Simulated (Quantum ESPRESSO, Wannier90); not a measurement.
# Wannierisation of ZrN (rock salt)

```xyz
2
Lattice="0.0000 2.2943 2.2943 2.2943 0.0000 2.2943 2.2943 2.2943 0.0000" Properties=species:S:1:pos:R:3 pbc="T T T"
Zr     2.2943     2.2943     2.2943
N      0.0000     0.0000     0.0000
```

Structure: Materials Project mp-1352, symmetrised, not relaxed again. COD (Crystallography Open Database) has an entry of this formula and space group (matched by these alone). Computed values, not measurements, from PBEsol: Quantum ESPRESSO (norm-conserving PseudoDojo potentials, cutoff 68 Ry, spinors with spin-orbit coupling) on a Γ-centred 8×8×8 mesh, then Wannier90. Density: 12×12×12 mesh, cold smearing 0.01 Ry.

A tight-binding model is made by disentanglement and projection with no localisation steps (num_iter = 0), so the 16 orbitals stay atom-like: hydrogen-like Zr: d; N: p, axes along x, y, z; frozen window up to 1.50 eV relative to the Fermi level. It follows pw.x to 6.4 meV rms for states up to 1.0 eV relative to the Fermi level. Matrix elements depend on this choice of orbitals and windows.

Question: What are the on-site energies relative to the Fermi level, and how fast do the hoppings decay?

Answer: 
```json
[
 {"atom": "Zr1", "orbitals": "dz2↑ dz2↓ dx2-y2↑ dx2-y2↓", "energy (eV)": "3.83"},
 {"atom": "Zr1", "orbitals": "dxz↑ dxz↓ dyz↑ dyz↓ dxy↑ dxy↓", "energy (eV)": "1.19"},
 {"atom": "N2", "orbitals": "pz↑ pz↓ px↑ px↓ py↑ py↓", "energy (eV)": "-2.96"}
]
```

| distance of the centres (Å) | largest modulus (eV) |
|---|---|
| 2–3 | 2.3 |
| 3–4 | 0.87 |
| 4–5 | 0.11 |
| 5–6 | 0.062 |
| 6–7 | 0.069 |
| 7–8 | 0.021 |
| 8–9 | 0.0087 |
| 9–10 | 0.0078 |

Effective spin-orbit constants λ of λ L·S, from the same-site elements px↑–py↑ (λ/2) and dx2-y2↑–dxy↑ (λ), where they are among the larger elements: Zr1 d 0.068 eV.
